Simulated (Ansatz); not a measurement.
Level of theory: DFT PBE, scalar-relativistic, plane waves, PAW in Ansatz 0.2.0. All cells share a 420 eV cutoff and Γ-centred k meshes spaced at most about 0.3 Å⁻¹ (about 0.25 or finer for metals, 2π included). Collinear spin in cells that started with moments and kept them past the coarse steps, no spin elsewhere.

These are static total energies at zero pressure.

Two relaxed structures of NbSnTe4:

A. (no spin)

Space group P4/mmm (No. 123). a = 3.368 Å, b = 3.368 Å, c = 16.642 Å, α = 90.00°, β = 90.00°, γ = 90.00°
```csv
atom,site,symmetry,x,y,z
Nb,1a,4/mmm,0.0000,0.0000,0.0000
Sn,1b,4/mmm,0.0000,0.0000,0.5000
Te,2h,4mm,0.5000,0.5000,0.3542
Te,2h,4mm,0.5000,0.5000,0.8963
```

B. (site moments Nb 2.5 μB)

Space group F-43m (No. 216). a = 8.877 Å, b = 8.877 Å, c = 8.877 Å, α = 90.00°, β = 90.00°, γ = 90.00°
| atom | site | symmetry | x | y | z |
| --- | --- | --- | --- | --- | --- |
| Nb | 4b | -43m | 0.5000 | 0.0000 | 0.0000 |
| Sn | 4d | -43m | 0.2500 | 0.2500 | 0.7500 |
| Te | 16e | .3m | 0.1257 | 0.1257 | 0.1257 |

Question: Which form is favoured at zero pressure, and by what margin per atom?

Answer: A is lower, by 0.97 eV/atom. A has space group P4/mmm (No. 123), 31.5 Å³/atom and no gap on its mesh; B has space group F-43m (No. 216), 29.1 Å³/atom and no gap. Counting Te atoms around Nb and Sn (those within 1.25 times the shortest such distance or 1.15 times the sum of covalent radii; the shortest distance is added where it exceeds 1.18 times the sum of covalent radii), A has Nb 8, Sn 8 from 3.4 Å and B has Nb 12 from 3.7 Å, Sn 12 from 3.7 Å. Their magnetic states differ too. Both come from invented guesses.

No dispersion correction is applied, so the spacing and binding between layers, chains or molecules are poorly described (P4/mmm), and this can change margins and order among such cells. Spin–orbit coupling, which can matter for Te, is left out. The magnetic state reached may not be the lowest. Cells relaxed within their symmetry can be saddle points. Some types were kept out of the candidates beforehand, so the set may lack a known form.
